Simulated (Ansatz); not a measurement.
**Ga3Se: comparing deformations**

Computed with DFT PBEsol+D3(BJ), scalar-relativistic, plane waves, PAW (Ansatz 0.2.0). The runs took a 420 eV cutoff, a Γ-centred 12×12×12 mesh and Gaussian smearing (0.15 eV). No spin polarisation. Energies are free energies at this smearing, counted from the undisturbed cell; pressure is positive in compression.

The starting cell (relaxed at this level; with this scan's settings it stands at 0.1 GPa; it needn't be the usual structure):

```xyz
4
Lattice="4.2249 0.0000 0.0000 0.0000 4.2249 0.0000 0.0000 0.0000 4.2249" Properties=species:S:1:pos:R:3 pbc="T T T"
Ga    0.0000    2.1125    2.1125
Ga    2.1125    0.0000    2.1125
Ga    2.1125    2.1125    0.0000
Se    0.0000    0.0000    0.0000
```

The cell is strained by ε times a Voigt pattern (xx, yy, zz, yz, xz, xy; engineering shear) with fractional coordinates fixed. τ = (1/V0) dE/dε comes from the stress tensor. Of each scan, only the three points used here are listed.

```
           pattern        ε  τ (GPa)
(0, 1, 0, 0, 0, 0)  -0.0250    -1.66
(0, 1, 0, 0, 0, 0)   0.0000    -0.09
(0, 1, 0, 0, 0, 0)   0.0250     1.35
(0, 0, 0, 0, 0, 1)  -0.0150   0.0106
(0, 0, 0, 0, 0, 1)   0.0000   0.0000
(0, 0, 0, 0, 0, 1)   0.0150  -0.0106
```

Q: Which constants do the scans give, and which deformation costs least for the same size of strain tensor?

A: The slope dτ/dε at zero (parabola through three points) is pᵀCp: (0, 1, 0, 0, 0, 0) gives C11 = 60 GPa; (0, 0, 0, 0, 0, 1) gives C44 = -0.7 GPa. The size of the strain tensor, ε:ε, is ε² times 1.0, 0.5. Per unit of it the stiffnesses are 60, -1.4 GPa, so (0, 0, 0, 0, 0, 1) is the softest of these: at ε:ε = (1 %)² the quadratic term costs -0.01 meV/atom against 0.35 for the stiffest. The starting stress shifts them by about its own size.

In a metal these slopes depend on the k mesh and the smearing.

Cost: 16 runs of about 4.9 core-minutes in all, on Intel Xeon Platinum 8488C (Sapphire Rapids) (shared hosts).